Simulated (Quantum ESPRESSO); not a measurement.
## Ta2W2GaHfTi2 (input and log of a self-consistent run)

Computed values, not a measurement. The program is pw.x of Quantum ESPRESSO 7.5 (plane-wave density functional theory). The cell is made up: eight metal atoms on a face-centred cubic lattice, with elements, volume, strain and displacements drawn at random and not relaxed, so it may be unstable or far from any real phase. PseudoDojo standard norm-conserving files set the functional (PBE unless stated); there is no spin polarisation or spin-orbit coupling, the Fermi-Dirac width of 0.25 eV means electrons at about 2900 K, and the masses in the input are unused placeholders. Heavy elements are run without spin-orbit coupling, which real alloys of them have. A spin test at this wide smearing found no moment, but such smearing suppresses magnetism that the real alloy may have.

Input:

```
&control calculation='scf', pseudo_dir='./dojo.nc.sr.pbe.v0_5.standard.upf', outdir='./o', disk_io='minimal', tprnfor=.true., tstress=.true. /
&system ibrav=0, nat=8, ntyp=5, nbnd=69, ecutwfc=84.00895049, nosym=.true., tot_charge=0,
 occupations='smearing', smearing='fd', degauss=0.0183746611
/
&electrons conv_thr=1.470e-08, electron_maxstep=70, mixing_beta=0.5 /
ATOMIC_SPECIES
Ga 1.0 Ga.upf
Hf 1.0 Hf.upf
Ta 1.0 Ta.upf
Ti 1.0 Ti.upf
W 1.0 W.upf
CELL_PARAMETERS angstrom
-4.1033 0.0007 -0.0162
-2.0589 -4.181 -2.0574
-2.0267 -4.2492 6.2763
ATOMIC_POSITIONS angstrom
Ta -0.0595 -0.0309 0.0833
W -2.0003 -4.2204 2.0716
W -2.0804 -2.1686 0.0566
Ga -4.0271 -6.3061 2.0431
Hf -4.1112 -4.243 4.2288
Ti -4.0951 -4.14 0.0749
Ta -4.1175 -2.0896 2.1321
Ti -6.1796 -6.3097 4.1948
K_POINTS automatic
7 5 3 1 1 1
```

The log is shortened where brackets say so; the opening notice, blank lines, dates and the lines on written files are dropped, and the path of the files is cut. It prints rydbergs, bohrs and kilobars, and counts compression as positive stress. Its total energy is the free energy E - TS of the whole cell.

```
     Program PWSCF v.7.5
     Parallel version (MPI & OpenMP), running on       4 processor cores
     Number of MPI processes:                 4
     Threads/MPI process:                     1
     [start-up lines left out]
     bravais-lattice index     =            0
     lattice parameter (alat)  =       7.7542  a.u.
     unit-cell volume          =     968.7596 (a.u.)^3
     number of atoms/cell      =            8
     number of atomic types    =            5
     number of electrons       =       103.00
     number of Kohn-Sham states=           69
     kinetic-energy cutoff     =      84.0090  Ry
     charge density cutoff     =     336.0358  Ry
     scf convergence threshold =      1.5E-08
     mixing beta               =       0.5000
     number of iterations used =            8  plain     mixing
     Exchange-correlation= PBE
                           (   1   4   3   4   0   0   0)
     [axes and pseudopotential details left out]
   Cartesian axes
     site n.     atom                  positions (alat units)
         1        Ta     tau(   1) = (  -0.0145004  -0.0075305   0.0203006  )
         2        W      tau(   2) = (  -0.4874819  -1.0285300   0.5048580  )
         3        W      tau(   3) = (  -0.5070026  -0.5284973   0.0137937  )
         4        Ga     tau(   4) = (  -0.9814219  -1.5368242   0.4979124  )
         5        Hf     tau(   5) = (  -1.0019175  -1.0340377   1.0305771  )
         6        Ti     tau(   6) = (  -0.9979938  -1.0089361   0.0182535  )
         7        Ta     tau(   7) = (  -1.0034528  -0.5092447   0.5196021  )
         8        Ti     tau(   8) = (  -1.5059956  -1.5377015   1.0222911  )
     number of k points=    53  Fermi-Dirac smearing, width (Ry)=  0.0184
                       cart. coord. in units 2pi/alat
        k(    1) = (  -0.0715707  -0.0788691   0.0324563), wk =   0.0380952
        k(    2) = (  -0.0702526   0.0813664  -0.2944896), wk =   0.0380952
     [further k points left out]
     Dense  grid:   100771 G-vectors     FFT dimensions: (  45,  60,  90)
     Estimated max dynamical RAM per process >     382.77 MB
     Estimated total dynamical RAM >       1.42 GB
     Initial potential from superposition of free atoms
     starting charge     102.9894, renormalised to     103.0000
     Starting wfcs are   79 randomized atomic wfcs
     total cpu time spent up to now is        6.3 secs
     per-process dynamical memory:   295.2 Mb
     Self-consistent Calculation
     iteration #  1     ecut=    84.01 Ry     beta= 0.50
     Davidson diagonalization with overlap
     ethr =  1.00E-02,  avg # of iterations =  2.3
     Threshold (ethr) on eigenvalues was too large:
     Diagonalizing with lowered threshold
     Davidson diagonalization with overlap
     ethr =  2.72E-04,  avg # of iterations =  5.8
     total cpu time spent up to now is       37.1 secs
     total energy              =   -1066.91822343 Ry
     estimated scf accuracy    <       0.34951003 Ry
     iteration #  2     ecut=    84.01 Ry     beta= 0.50
     Davidson diagonalization with overlap
     ethr =  3.39E-04,  avg # of iterations =  6.3
     total cpu time spent up to now is       53.8 secs
     total energy              =   -1066.67961176 Ry
     estimated scf accuracy    <       3.50603993 Ry
     iteration #  3     ecut=    84.01 Ry     beta= 0.50
     Davidson diagonalization with overlap
     ethr =  3.39E-04,  avg # of iterations =  5.4
     total cpu time spent up to now is       70.1 secs
     total energy              =   -1066.97914360 Ry
     estimated scf accuracy    <       0.35518373 Ry
     iteration #  4     ecut=    84.01 Ry     beta= 0.50
     Davidson diagonalization with overlap
     ethr =  3.39E-04,  avg # of iterations =  2.0
     total cpu time spent up to now is       82.6 secs
     total energy              =   -1066.96868458 Ry
     estimated scf accuracy    <       0.55926838 Ry
     iteration #  5     ecut=    84.01 Ry     beta= 0.50
     Davidson diagonalization with overlap
     ethr =  3.39E-04,  avg # of iterations =  1.1
     total cpu time spent up to now is       94.1 secs
     total energy              =   -1066.99974025 Ry
     estimated scf accuracy    <       0.28391161 Ry
     [iterations 6 to 13 left out]
     iteration # 14     ecut=    84.01 Ry     beta= 0.50
     Davidson diagonalization with overlap
     ethr =  5.67E-10,  avg # of iterations =  2.1
     total cpu time spent up to now is      221.7 secs
     total energy              =   -1067.01867705 Ry
     estimated scf accuracy    <       0.00000117 Ry
     iteration # 15     ecut=    84.01 Ry     beta= 0.50
     Davidson diagonalization with overlap
     ethr =  5.67E-10,  avg # of iterations =  1.2
     total cpu time spent up to now is      233.2 secs
     total energy              =   -1067.01867709 Ry
     estimated scf accuracy    <       0.00000056 Ry
     iteration # 16     ecut=    84.01 Ry     beta= 0.50
     Davidson diagonalization with overlap
     ethr =  5.40E-10,  avg # of iterations =  1.0
     total cpu time spent up to now is      244.3 secs
     total energy              =   -1067.01867713 Ry
     estimated scf accuracy    <       0.00000013 Ry
     iteration # 17     ecut=    84.01 Ry     beta= 0.50
     Davidson diagonalization with overlap
     ethr =  1.31E-10,  avg # of iterations =  1.9
     total cpu time spent up to now is      256.3 secs
     total energy              =   -1067.01867713 Ry
     estimated scf accuracy    <       0.00000004 Ry
     iteration # 18     ecut=    84.01 Ry     beta= 0.50
     Davidson diagonalization with overlap
     ethr =  3.60E-11,  avg # of iterations =  1.9
     total cpu time spent up to now is      268.2 secs
     End of self-consistent calculation
     [lines on levels left out]
!    total energy              =   -1067.01867714 Ry
     estimated scf accuracy    <          2.4E-09 Ry
     smearing contrib. (-TS)   =      -0.14055992 Ry
     internal energy E=F+TS    =   -1066.87811722 Ry
     The total energy is F=E-TS. E is the sum of the following terms:
     one-electron contribution =    -230.27220026 Ry
     hartree contribution      =     167.55336469 Ry
     xc contribution           =    -230.63558577 Ry
     ewald contribution        =    -773.52369587 Ry
     convergence has been achieved in  18 iterations
     Forces acting on atoms (cartesian axes, Ry/au):
     atom    1 type  3   force =     0.01045230    0.00344632   -0.00562073
     atom    2 type  5   force =    -0.01133034   -0.00112200    0.00300989
     atom    3 type  5   force =    -0.00018571    0.01505934   -0.00011254
     atom    4 type  1   force =    -0.02308643    0.00578734    0.02108607
     atom    5 type  2   force =     0.00687431    0.00087273   -0.02595054
     atom    6 type  4   force =    -0.00751880   -0.01027853    0.01074275
     atom    7 type  3   force =     0.01931442   -0.00487866    0.00090857
     atom    8 type  4   force =     0.00548025   -0.00888654   -0.00406347
     Total force =     0.055241     Total SCF correction =     0.000137
     Computing stress (Cartesian axis) and pressure
          total   stress  (Ry/bohr**3)                   (kbar)     P=      -22.41
  -0.00020190  -0.00004173  -0.00001712          -29.70       -6.14       -2.52
  -0.00004173  -0.00016264   0.00007381           -6.14      -23.93       10.86
  -0.00001712   0.00007381  -0.00009248           -2.52       10.86      -13.60
     init_run     :      5.92s CPU      6.16s WALL (       1 calls)
     electrons    :    260.36s CPU    262.00s WALL (       1 calls)
     forces       :      2.42s CPU      2.44s WALL (       1 calls)
     stress       :      8.61s CPU      8.82s WALL (       1 calls)
     [timing details left out]
     PWSCF        :   4m37.44s CPU   4m39.59s WALL
     JOB DONE.
```

In other units: free energy -14517.529 eV for the cell, pressure -2.24 GPa, largest force component 0.667 eV/Å in size. The run took 281 s of wall time with four MPI processes on a shared machine (Intel Xeon, 2023 or later, virtual cores), so the time is rough. A rerun of this cell at a higher cutoff and on a denser mesh moved values by no more than 0.004 eV in energy, 0.02 GPa in stress and 0.004 eV/Å in force, and a second program with other atomic files agreed on that cell to 2 % rms in force and 0.5 GPa in pressure.